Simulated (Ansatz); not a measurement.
Given:

In2SbAs:
Space group R3m, hexagonal axes (No. 160); a = 4.4117 Å, b = 4.4117 Å, c = 21.6472 Å, α = 90.00°, β = 90.00°, γ = 120.00°

| atom | site | symmetry | x | y | z |
|---|---|---|---|---|---|
| In | 3a | 3m | 0.0000 | 0.0000 | 0.9951 |
| In | 3a | 3m | 0.0000 | 0.0000 | 0.5046 |
| Sb | 3a | 3m | 0.0000 | 0.0000 | 0.3757 |
| As | 3a | 3m | 0.0000 | 0.0000 | 0.8746 |
(The calculation used a cell of 4 atoms; values per cell refer to that cell.)

This is the LDA-relaxed structure.

**Question.** All from LDA (plane waves, PAW; program Ansatz), unless another level is named. Estimate the highest zone-centre frequency.

**Answer.** 208 cm⁻¹.

**Question.** And the bulk modulus (Birch–Murnaghan fit)?

**Answer.** 51.8 GPa.

The workflow started from a Materials Project entry (that database holds measured and hypothetical structures alike); the Crystallography Open Database copy checked does not list it. Whether it is the stable phase at ambient conditions was not checked. The cell was relaxed with LDA under the symmetry of its start; of distortions, only those at the zone centre were tested. A small band overlap can be real or an error of a semilocal functional. As this level gives no gap, phonon frequencies hold no LO–TO term and depend on the k-mesh and smearing (Fermi–Dirac, 0.1 eV here). Scalar-relativistic: spin–orbit coupling is off unless named, which matters more the heavier the elements.

Potentials: the later of the program's two PAW sets.
